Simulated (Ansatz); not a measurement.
Here is the system:

H$_{4}$NF:
```yaml
crystal:
  lattice:
    - [4.42011, 0.00000, 0.00000]
    - [-2.21006, 3.82793, 0.00000]
    - [0.00000, 0.00000, 7.13424]
  atoms:
    - { symbol: H, position: [0.53848, 0.07697, 0.92309] }
    - { symbol: H, position: [0.46152, 0.53848, 0.42309] }
    - { symbol: H, position: [0.92303, 0.46152, 0.92309] }
    - { symbol: H, position: [0.46152, 0.92303, 0.42309] }
    - { symbol: H, position: [0.53848, 0.46152, 0.92309] }
    - { symbol: H, position: [0.07697, 0.53848, 0.42309] }
    - { symbol: H, position: [0.33333, 0.66667, 0.22902] }
    - { symbol: H, position: [0.66667, 0.33333, 0.72902] }
    - { symbol: N, position: [0.33333, 0.66667, 0.37483] }
    - { symbol: N, position: [0.66667, 0.33333, 0.87483] }
    - { symbol: F, position: [0.33333, 0.66667, 0.99706] }
    - { symbol: F, position: [0.66667, 0.33333, 0.49706] }
```

This is the r²SCAN+D4-relaxed structure.

**Question.** All from r²SCAN+D4 (plane waves, PAW; program Ansatz), unless another level is named. Give the Poisson's ratio.

**Answer.** 0.43.

**Question.** And the vibrational entropy at 300 K?

**Answer.** 11.4 J/(K·mol of atoms).

**Question.** And the zero-point energy?

**Answer.** 241.7 meV/atom.

Space group P6_3mc. The workflow started from a Materials Project entry (that database holds measured and hypothetical structures alike); the Crystallography Open Database files this formula in space group No. 186, but the cells were not matched. Its standing as an ambient phase is unchecked. The r²SCAN+D4 relaxation kept the symmetry of its start; phonons on a q-mesh show no instability.

Potentials: the later of the program's two PAW sets.
